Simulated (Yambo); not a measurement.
Here is the system:

```
MgV2O6
1.0
    4.88366    -1.76765     0.00000
    4.88366     1.76765     0.00000
   -1.95853     0.00000     6.77819
O Mg V
6 1 2
Direct
  0.28694   0.28694   0.91739
  0.71306   0.71306   0.08261
  0.07618   0.07618   0.25956
  0.92382   0.92382   0.74044
  0.63313   0.63313   0.62314
  0.36687   0.36687   0.37686
  0.00000   0.00000   0.50000
  0.77866   0.77866   0.82339
  0.22134   0.22134   0.17661
```

Workflow: PBEsol (pw.x of Quantum ESPRESSO, ONCV potentials, scalar-relativistic), then G0W0 in Yambo (4×4×2 Γ-centred k mesh, bands 4 to 141 and a 6 Ry block in the screening, 141 bands in G with the Bruneval-Gonze terminator, plasmon pole fitted at 27.2 eV).

### Question
Give the PBEsol and G0W0 gaps between the band edges found on this mesh, and say where the edges lie.

### Answer
Edges: (0, 0, -0.5) → (0, -0.5, 0). PBEsol: 2.54 eV; G0W0: 4.68 eV. Convergence of the G0W0 settings was not tested. The 3d shell has no Hubbard U; the runs are without spin polarisation, and magnetic order was not tried.

Geometry of the Materials Project entry, not relaxed at this level.
